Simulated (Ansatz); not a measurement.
# Elastic constants of CuSn: input and output

Method: Ansatz, DFT LDA, scalar-relativistic, plane waves, PAW.

Launched with:
```bash
ansatz run input.yaml --threads 1 --pin off --max-ram 3072MiB --backend cpu --events-out ev --progress --plain --runs-dir out
```

Input (bare energies are in eV):
```yaml
crystal:
  lattice:
    - [4.0740045705, 0.0, 0.0]
    - [-2.0370022853, 3.5281914532, 0.0]
    - [0.0, 0.0, 4.9279733871]
  atoms:
    - { symbol: Cu, position: [0.0, 0.0, 0.0] }
    - { symbol: Cu, position: [0.0, 0.0, 0.5] }
    - { symbol: Sn, position: [0.3333333333, 0.6666666667, 0.25] }
    - { symbol: Sn, position: [0.6666666667, 0.3333333333, 0.75] }
basis:
  ecutwfc: 420
kpoints:
  mp_grid: { grid: [12, 12, 8] }
hamiltonian:
  xc: lda
scf:
  occupations: { method: fermi_dirac, width: 0.15 }
output:
  forces: true
  stress: true
  eigenvalues: true
elastic:
  mode: clamped_ion
  amplitude: 0.005
  stencil: two_point
```

From the output:
```
--- Elastic constants: 3 strain directions × 2 members + reference (group order 24) ---
  dense FFT box of the reference and of every strained cell: 30×30×36
  strains applied: 11, 33, 23; error gains: componentwise 1.00 (the most a stress slope's error grows in a printed constant), spectral 1.41 (1 for all six strains in a standard setting)
  C = ∂σ_k/∂η_j (tension-positive GPa; Voigt order 11 22 33 23 13 12):
       171.944     63.336     64.116      0.000      0.000     -0.000
        63.336    171.944     64.116      0.000      0.000     -0.000
        64.152     64.152    180.387      0.000      0.000     -0.000
         0.000      0.000      0.000     59.116      0.000      0.000
         0.000      0.000      0.000     -0.000     59.116      0.000
         0.000      0.000      0.000      0.000      0.000     54.304
  reference stress σ⁰ (GPa):      0.009      0.009     -0.007     -0.000     -0.000      0.000
  C* (energy form; C + prestress term) asymmetry max|C*_kj − C*_jk| = 2.002e-2 GPa — a small one proves nothing (zero by symmetry where the batch's group is 432, −43m or m−3m); a large one is finite-difference/SCF noise where every solve ...
  moduli (Voigt/Reuss/Hill, GPa): K = 100.83/100.78/100.80   G = 56.69/56.60/56.64   E = 143.12   ν = 0.263
  mechanically stable: yes (min eigenvalue of sym C = 54.30 GPa)
  strain η (Voigt 11):  stress-route row diagonal C_11 = 171.94 GPa, energy-path curvature d²(F+E_count+ΔE)/dδ²/Ω₀ = 171.93 GPa
         δ    σ_11 (GPa) F (eV) n_scf n_hpsi n_pw
    -5.000e-3      -0.8667      -24870.7737325      11  182253   1400
     5.000e-3       0.8528      -24870.7737135       8  151183   1408
  strain η (Voigt 33):  stress-route row diagonal C_33 = 180.39 GPa, energy-path curvature d²(F+E_count+ΔE)/dδ²/Ω₀ = 180.38 GPa
         δ    σ_33 (GPa) F (eV) n_scf n_hpsi n_pw
    -5.000e-3      -0.9303      -24870.7736547      11   79210   1396
     5.000e-3       0.8736      -24870.7737186       8   61380   1408
  strain η (Voigt 23):  stress-route row diagonal C_44 = 59.12 GPa, energy-path curvature d²(F+E_count+ΔE)/dδ²/Ω₀ = 59.14 GPa
         δ    σ_23 (GPa) F (eV) n_scf n_hpsi n_pw
    -5.000e-3      -0.2956      -24870.7743509       9  239468   1400
     5.000e-3       0.2956      -24870.7743509       8  206378   1400
```

The run took 7 min on 1 thread of Intel(R) Xeon(R) Processor @ 2.50GHz (Skylake/Cascade Lake), on a shared host, peak memory 0.96 GiB.

In a metal, frequencies and elastic constants depend on the k mesh and the smearing, soft modes and shear constants most.

Clamped-ion constants are upper bounds: once the atoms relax, a strain can turn out softer or unstable.